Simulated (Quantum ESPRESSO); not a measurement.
## Kohn-Sham bands of Sr(ZnAs)$_{2}$ (P-3m1)

```yaml
crystal:
  lattice:
    - [4.21588, 0.00000, 0.00000]
    - [-2.10794, 3.65106, 0.00000]
    - [0.00000, 0.00000, 7.27099]
  atoms:
    - { symbol: Sr, position: [0.00000, 0.00000, 0.00000] }
    - { symbol: Zn, position: [0.66667, 0.33333, 0.37132] }
    - { symbol: Zn, position: [0.33333, 0.66667, 0.62868] }
    - { symbol: As, position: [0.66667, 0.33333, 0.72790] }
    - { symbol: As, position: [0.33333, 0.66667, 0.27210] }
```

Cell from Materials Project (mp-7770), symmetrised, no further relaxation. Not found in the COD (Crystallography Open Database) copy used; not checked further. Method: LDA plane waves in Quantum ESPRESSO 7.5 (PseudoDojo norm-conserving files, 68 Ry, no spin polarisation, no spin-orbit coupling), Bloch states on a 4×4×4 mesh through Γ, Wannier90 4.0.1. Density: 12×12×4 mesh, cold smearing 0.01 Ry. Spin-orbit coupling, left out, would split the p-like bands by a few tenths of an eV. The gap is small at this level and was sampled on the meshes and a path alone.

List the Kohn-Sham levels between −8 and 3.2 eV relative to the valence-band maximum at the high-symmetry points, as a band run of pw.x on that density gives them (levels within 2 meV counted together).


```csv
point,k (reciprocal lattice),levels (eV)
Γ,0.000 0.000 0.000,"-7.50 (×2), -7.46 (×2), -7.25 (×2), -7.22, -7.17, -7.06 (×2), -5.15, -1.31 (×2), -0.13, 0.00 (×2), 0.18, 0.56, 1.97, 2.91 (×2)"
M,0.500 0.000 0.000,"-7.39, -7.38, -7.37, -7.33, -7.28, -7.24, -7.22, -7.13, -7.07, -6.98, -5.57, -4.63, -2.73, -2.31, -2.19, -1.45, 0.60, 2.61, 2.68"
K,0.333 0.333 0.000,"-7.39, -7.36 (×2), -7.33, -7.28, -7.24 (×2), -7.12, -6.95 (×2), -5.06 (×2), -4.16, -2.21 (×2), -2.10, 3.04 (×2), 3.05"
A,0.000 0.000 0.500,"-7.51 (×2), -7.45 (×2), -7.39, -7.25 (×2), -7.17, -7.06 (×2), -4.17, -2.22, -0.88 (×2), -0.70 (×2), 0.19, 1.52, 2.85 (×2)"
L,0.500 0.000 0.500,"-7.43, -7.38, -7.37, -7.33, -7.29, -7.24, -7.23, -7.10, -7.07, -6.99, -5.35, -5.13, -2.74, -2.56, -1.07, -1.06, 0.96, 1.45, 1.96, 2.45"
H,0.333 0.333 0.500,"-7.38, -7.36 (×2), -7.33, -7.30, -7.25 (×2), -7.13, -6.96 (×2), -5.08 (×2), -3.73, -2.79, -1.94 (×2), 1.92 (×2)"
```
